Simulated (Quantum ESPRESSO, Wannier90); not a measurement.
Wannier functions of TiTe2 (P-3m1)

Structure: Materials Project mp-1907, symmetrised, not relaxed again. COD (Crystallography Open Database) has an entry of this formula and space group (matched by these alone). Level: PBEsol, spinors with spin-orbit coupling; pw.x of Quantum ESPRESSO at 68 Ry with PseudoDojo potentials, 6×6×4 k-points, Wannier90. Density: 12×12×6 mesh, cold smearing 0.01 Ry. The cell is built of weakly bound layers, chains or molecules, whose nearest atoms lie 4.02 Å apart. Database cells relaxed without dispersion often hold them too far apart, which can enlarge gaps and weakens couplings between them; spacing and stacking were not compared with the measured crystal.

On the energy scale of pw.x, whose zero is arbitrary, the Fermi level lies at 9.51 eV.

Input w.win:

```
num_bands = 54
num_wann = 34
exclude_bands = 1-28
spinors = true
num_iter = 400
conv_tol = 1.0e-4
conv_window = 4
dis_num_iter = 600
dis_conv_tol = 1.0e-6
dis_froz_max = 11.01
write_hr = true
write_u_matrices = true
begin projections
f=0.00335,0.00858,-0.00610: s;p;d
f=-0.32056,0.34469,-0.24739: s;p
f=0.32998,-0.34766,0.24925: s;p
end projections
begin unit_cell_cart
ang
    3.8242099959    0.0000000000    0.0000000000
   -1.9121049980    3.3118630059    0.0000000000
    0.0000000000    0.0000000000    6.7182500000
end unit_cell_cart
begin atoms_frac
Ti   0.0000000000  0.0000000000  0.0000000000
Te  -0.3333333333  0.3333333333 -0.2501700000
Te   0.3333333333 -0.3333333333  0.2501700000
end atoms_frac
mp_grid = 6 6 4
begin kpoints
0.0000000000 0.0000000000 0.0000000000
0.0000000000 0.0000000000 0.2500000000
0.0000000000 0.0000000000 0.5000000000
... (141 more lines: the 6x6x4 mesh through Gamma)
end kpoints
```

Input of pw2wannier90.x that gives the overlap and projection files (equivalent; here they were cut from one run over all bands):

```
&inputpp
  outdir = './out'
  prefix = 'pwscf'
  seedname = 'w'
  write_amn = .true.
  write_mmn = .true.
/
```

Output w.wout (banner and timings cut):

```
                                    ------
                                    SYSTEM
                                    ------

                              Lattice Vectors (Ang)
                    a_1     3.824210   0.000000   0.000000
                    a_2    -1.912105   3.311863   0.000000
                    a_3     0.000000   0.000000   6.718250

                   Unit Cell Volume:      85.08838  (Ang^3)

                        Reciprocal-Space Vectors (Ang^-1)
                    b_1     1.643002   0.948588  -0.000000
                    b_2     0.000000   1.897175   0.000000
                    b_3     0.000000  -0.000000   0.935241

 *----------------------------------------------------------------------------*
 |   Site       Fractional Coordinate          Cartesian Coordinate (Ang)     |
 +----------------------------------------------------------------------------+
 | ti   1   0.00000   0.00000   0.00000   |    0.00000   0.00000   0.00000    |
 | te   1  -0.33333   0.33333  -0.25017   |   -1.91210   1.10395  -1.68070    |
 | te   2   0.33333  -0.33333   0.25017   |    1.91210  -1.10395   1.68070    |
 *----------------------------------------------------------------------------*
                                ------------
                                K-POINT GRID
                                ------------

             Grid size =  6 x  6 x  4      Total points =  144

 *---------------------------------- MAIN ------------------------------------*
 |  Number of Wannier Functions               :                34             |
 |  Number of Objective Wannier Functions     :                34             |
 |  Number of input Bloch states              :                54             |
 |  Output verbosity (1=low, 5=high)          :                 1             |
 |  Timing Level (1=low, 5=high)              :                 1             |
 |  Optimisation (0=memory, 3=speed)          :                 3             |
 |  Length Unit                               :               Ang             |
 |  Post-processing setup (write *.nnkp)      :                 F             |
 |  Using Gamma-only branch of algorithms     :                 F             |
 *----------------------------------------------------------------------------*
 *------------------------------- WANNIERISE ---------------------------------*
 |  Total number of iterations                :               400             |
 |  Number of CG steps before reset           :                 5             |
 |  Trial step length for line search         :             2.000             |
 |  Convergence tolerence                     :         0.100E-03             |
 |  Convergence window                        :                 4             |
 |  Iterations between writing output         :                 1             |
 |  Iterations between backing up to disk     :               100             |
 |  Write r^2_nm to file                      :                 F             |
 |  Write xyz WF centres to file              :                 F             |
 |  Write on-site energies <0n|H|0n> to file  :                 F             |
 |  Use guiding centre to control phases      :                 F             |
 |  Use phases for initial projections        :                 F             |
 *----------------------------------------------------------------------------*
 *------------------------------- DISENTANGLE --------------------------------*
 |  Using band disentanglement                :                 T             |
 |  Total number of iterations                :               600             |
 |  Mixing ratio                              :             0.500             |
 |  Convergence tolerence                     :         1.000E-06             |
 |  Convergence window                        :                 3             |
 *----------------------------------------------------------------------------*
 *-------------------------------- PLOTTING ----------------------------------*
 |  Plotting Hamiltonian in WF basis          :                 T             |
 *----------------------------------------------------------------------------*

       ... (k-mesh section left out)

 Starting a new Wannier90 calculation ...

 Reading overlaps from w.mmn

 Reading projections from w.amn

 *------------------------------- DISENTANGLE --------------------------------*
 +----------------------------------------------------------------------------+
 |                              Energy  Windows                               |
 |                              ---------------                               |
 |                   Outer:   -2.70143  to   26.52028  (eV)                   |
 |                   Inner:   -2.70143  to   11.01000  (eV)                   |
 +----------------------------------------------------------------------------+
   Number of target bands to extract:   34

                   Unitarised projection of Wannier functions
                   ------------------------------------------
   A_mn = <psi_m|g_n> --> S = A.A^+ --> U = S^-1/2.A
   In dis_project... done
   Using an inner window (linner = T)
   In dis_proj_froz... done

                   Extraction of optimally-connected subspace
                   ------------------------------------------
 +---------------------------------------------------------------------+<-- DIS
 |  Iter     Omega_I(i-1)      Omega_I(i)      Delta (frac.)           |<-- DIS
 +---------------------------------------------------------------------+<-- DIS
       1      55.40924363      51.46864691       7.656E-02    <-- DIS
       2      52.80329900      50.29558556       4.986E-02    <-- DIS
       3      51.29700728      49.51124142       3.607E-02    <-- DIS
       4      50.20305492      48.94185721       2.577E-02    <-- DIS
       5      49.40902574      48.51648585       1.840E-02    <-- DIS
       6      48.82810659      48.19253761       1.319E-02    <-- DIS
       ... (lines left out)
      54      46.84224349      46.84228182      -8.183E-07    <-- DIS
      55      46.84176467      46.84178856      -5.099E-07    <-- DIS
      56      46.84131907      46.84133002      -2.338E-07    <-- DIS

             <<<      Delta < 1.000E-06  over  3 iterations     >>>
             <<< Disentanglement convergence criteria satisfied >>>

        Final Omega_I    46.84133002 (Ang^2)

 +----------------------------------------------------------------------------+

 Writing checkpoint file w.chk... done

 *------------------------------- WANNIERISE ---------------------------------*
 +--------------------------------------------------------------------+<-- CONV
 | Iter  Delta Spread     RMS Gradient      Spread (Ang^2)            |<-- CONV
 +--------------------------------------------------------------------+<-- CONV

 ------------------------------------------------------------------------------
 Initial State
  WF centre and spread    1  ( -0.002079, -0.009076,  0.014641 )     3.68295406
  WF centre and spread    2  ( -0.002079, -0.009076,  0.014641 )     3.68295449
  WF centre and spread    3  ( -0.005407,  0.016413, -0.029835 )     4.42470312
  WF centre and spread    4  ( -0.005407,  0.016413, -0.029835 )     4.42470398
  WF centre and spread    5  ( -0.009994,  0.017898, -0.025467 )     4.49794163
  WF centre and spread    6  ( -0.009994,  0.017897, -0.025467 )     4.49794179
  WF centre and spread    7  ( -0.007174,  0.014796, -0.014932 )     4.55240742
  WF centre and spread    8  ( -0.007175,  0.014795, -0.014932 )     4.55240675
  WF centre and spread    9  (  0.000819, -0.005674,  0.034946 )     1.21076361
  WF centre and spread   10  (  0.000819, -0.005674,  0.034946 )     1.21076356
  WF centre and spread   11  (  0.002092,  0.008859,  0.023406 )     1.02649528
  WF centre and spread   12  (  0.002092,  0.008859,  0.023406 )     1.02649545
  WF centre and spread   13  ( -0.000197, -0.022649,  0.020487 )     1.02587137
  WF centre and spread   14  ( -0.000197, -0.022649,  0.020487 )     1.02587129
  WF centre and spread   15  (  0.002277, -0.013375,  0.001852 )     1.12466753
  WF centre and spread   16  (  0.002277, -0.013375,  0.001852 )     1.12466746
  WF centre and spread   17  (  0.002378, -0.021470, -0.006243 )     1.12615212
  WF centre and spread   18  (  0.002378, -0.021470, -0.006243 )     1.12615221
  WF centre and spread   19  ( -1.887700,  1.136656, -1.636002 )     1.41180432
  WF centre and spread   20  ( -1.887700,  1.136656, -1.636002 )     1.41180424
  WF centre and spread   21  ( -1.909890,  1.106761, -1.867841 )     2.06539156
  WF centre and spread   22  ( -1.909891,  1.106761, -1.867841 )     2.06539137
  WF centre and spread   23  ( -1.932417,  1.204873, -1.832266 )     1.96476619
  WF centre and spread   24  ( -1.932417,  1.204873, -1.832266 )     1.96476635
  WF centre and spread   25  ( -1.909603,  0.979560, -1.831320 )     1.95585035
  WF centre and spread   26  ( -1.909602,  0.979560, -1.831320 )     1.95585028
  WF centre and spread   27  (  1.925192, -1.147156,  1.650587 )     1.39948031
  WF centre and spread   28  (  1.925192, -1.147156,  1.650587 )     1.39948037
  WF centre and spread   29  (  1.913172, -1.107775,  1.855485 )     2.06862050
  WF centre and spread   30  (  1.913172, -1.107775,  1.855485 )     2.06862043
  WF centre and spread   31  (  1.901546, -1.205512,  1.832375 )     1.95363344
  WF centre and spread   32  (  1.901546, -1.205512,  1.832375 )     1.95363346
  WF centre and spread   33  (  1.913477, -0.966280,  1.829660 )     1.94787995
  WF centre and spread   34  (  1.913477, -0.966280,  1.829660 )     1.94787991
  Sum of centres and spreads ( -0.007020, -0.026301,  0.039067 )    74.87876615

      0     0.749E+02     0.0000000000       74.8787661181  <-- CONV
        O_D=      0.0259338 O_OD=     28.0115023 O_TOT=     74.8787661 <-- SPRD
 ------------------------------------------------------------------------------
      1    -0.133E+01     0.7914709066       73.5446416928  <-- CONV
        O_D=      0.0407680 O_OD=     26.6625436 O_TOT=     73.5446417 <-- SPRD
      2    -0.107E+01     1.1322157796       72.4741671573  <-- CONV
        O_D=      0.0385267 O_OD=     25.5943104 O_TOT=     72.4741672 <-- SPRD
      3    -0.379E+00     0.7391099078       72.0951984513  <-- CONV
        O_D=      0.0359645 O_OD=     25.2179039 O_TOT=     72.0951985 <-- SPRD
      4    -0.148E+00     0.4282919635       71.9470876236  <-- CONV
        O_D=      0.0348686 O_OD=     25.0708890 O_TOT=     71.9470876 <-- SPRD
      5    -0.896E-01     0.3072266147       71.8574665059  <-- CONV
        O_D=      0.0354321 O_OD=     24.9807044 O_TOT=     71.8574665 <-- SPRD
       ... (lines left out)
    100    -0.309E-02     0.0794086579       56.7792884257  <-- CONV
        O_D=      0.0433742 O_OD=      9.8945842 O_TOT=     56.7792884 <-- SPRD
       ... (lines left out)
    166    -0.930E-04     0.0124502155       56.7244216546  <-- CONV
        O_D=      0.0433678 O_OD=      9.8397238 O_TOT=     56.7244217 <-- SPRD
    167    -0.966E-04     0.0094735053       56.7243250775  <-- CONV
        O_D=      0.0433723 O_OD=      9.8396228 O_TOT=     56.7243251 <-- SPRD
    168    -0.888E-04     0.0094623259       56.7242362993  <-- CONV
        O_D=      0.0433722 O_OD=      9.8395341 O_TOT=     56.7242363 <-- SPRD
             <<<     Delta < 1.000E-04  over  4 iterations     >>>
             <<< Wannierisation convergence criteria satisfied >>>
 Final State
  WF centre and spread    1  (  0.032646, -0.915693,  0.209484 )     2.21951756
  WF centre and spread    2  (  0.032645, -0.915694,  0.209485 )     2.21951771
  WF centre and spread    3  (  0.040545, -0.089892, -0.868814 )     2.09041971
  WF centre and spread    4  (  0.040545, -0.089892, -0.868815 )     2.09042001
  WF centre and spread    5  ( -0.902517, -0.038707, -0.042326 )     2.25865326
  WF centre and spread    6  ( -0.902516, -0.038708, -0.042327 )     2.25865252
  WF centre and spread    7  ( -0.014699,  0.876585, -0.206256 )     2.17283791
  WF centre and spread    8  ( -0.014700,  0.876585, -0.206256 )     2.17283709
  WF centre and spread    9  ( -0.027094,  0.095603,  0.900314 )     2.12376983
  WF centre and spread   10  ( -0.027095,  0.095603,  0.900314 )     2.12377029
  WF centre and spread   11  ( -0.006779,  0.000346,  0.001679 )     1.00361268
  WF centre and spread   12  ( -0.006778,  0.000347,  0.001679 )     1.00361310
  WF centre and spread   13  ( -0.000067, -0.001495,  0.001837 )     0.92945306
  WF centre and spread   14  ( -0.000067, -0.001495,  0.001837 )     0.92945292
  WF centre and spread   15  (  0.885627,  0.058507,  0.035163 )     2.23521314
  WF centre and spread   16  (  0.885628,  0.058508,  0.035163 )     2.23521382
  WF centre and spread   17  ( -0.015415, -0.009686, -0.002176 )     1.12043660
  WF centre and spread   18  ( -0.015414, -0.009686, -0.002176 )     1.12043630
  WF centre and spread   19  ( -1.911067,  1.102777, -1.157937 )     1.65414515
  WF centre and spread   20  ( -1.911067,  1.102777, -1.157937 )     1.65414491
  WF centre and spread   21  ( -1.350645,  1.430752, -2.025708 )     1.48593644
  WF centre and spread   22  ( -1.350645,  1.430752, -2.025708 )     1.48593663
  WF centre and spread   23  ( -2.473028,  1.430608, -2.024799 )     1.48512308
  WF centre and spread   24  ( -2.473028,  1.430608, -2.024799 )     1.48512313
  WF centre and spread   25  ( -1.911258,  0.457921, -2.029028 )     1.48447966
  WF centre and spread   26  ( -1.911258,  0.457921, -2.029028 )     1.48447960
  WF centre and spread   27  (  1.913680, -1.106397,  1.157312 )     1.64836326
  WF centre and spread   28  (  1.913680, -1.106397,  1.157312 )     1.64836300
  WF centre and spread   29  (  2.473664, -1.427539,  2.026774 )     1.48356169
  WF centre and spread   30  (  2.473664, -1.427539,  2.026774 )     1.48356172
  WF centre and spread   31  (  1.350036, -1.427055,  2.024605 )     1.48337191
  WF centre and spread   32  (  1.350036, -1.427055,  2.024606 )     1.48337198
  WF centre and spread   33  (  1.912446, -0.454029,  2.021967 )     1.48322336
  WF centre and spread   34  (  1.912446, -0.454029,  2.021966 )     1.48322332
  Sum of centres and spreads ( -0.007851, -0.034788,  0.044181 )    56.72423634

         Spreads (Ang^2)       Omega I      =    46.841330023
        ================       Omega D      =     0.043372153
                               Omega OD     =     9.839534123
    Final Spread (Ang^2)       Omega Total  =    56.724236299
```
